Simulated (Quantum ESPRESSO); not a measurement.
Space group P2₁/c (No. 14); a = 4.8127 Å, b = 4.8719 Å, c = 5.0410 Å, α = γ = 90.00°, β = 99.86°

```tsv
atom	site	symmetry	x	y	z
O	4e	1	0.5546	0.2576	0.0332
O	4e	1	0.0638	0.3230	0.3516
Ti	4e	1	0.2774	0.0528	0.2131
```

The geometry is that of Materials Project entry mp-430, symmetrised and not relaxed again.

Problem. What does PBEsol (pw.x of Quantum ESPRESSO, ONCV potentials, without SOC) give for the electronic structure near the Fermi level?

Solution. The PBEsol gap is indirect, 2.28 eV, from Γ to X; the smallest direct gap is 2.33 eV. 

This is not the ordinary phase of the substance.
